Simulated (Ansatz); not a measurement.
CuI (zinc blende, space group No. 216), plane-wave PAW PBE (Ansatz code): ε∞ = 6.37, cell volume 56.16 Å³. Infrared-active transverse modes:

```tsv
ω_TO (cm⁻¹)	oscillator strength S_xx (e²/amu)
122.4	0.02924
```

### Question
Compute the static dielectric constant.

### Answer
Each mode adds (4.921e7/V) S/ω²: 1.71. So ε0 = 8.08.

### Question
What LO frequency does the Lyddane–Sachs–Teller relation give?

### Answer
ω_LO = ω_TO √(ε0/ε∞) = 138 cm⁻¹.

Space group F-43m (zinc blende). The cell was relaxed with PBE under the symmetry of its start; phonons on a q-mesh show no instability. The run is not spin-polarised. Spin–orbit coupling is left out wherever it is not named.

Potentials: the later of the program's two PAW sets.
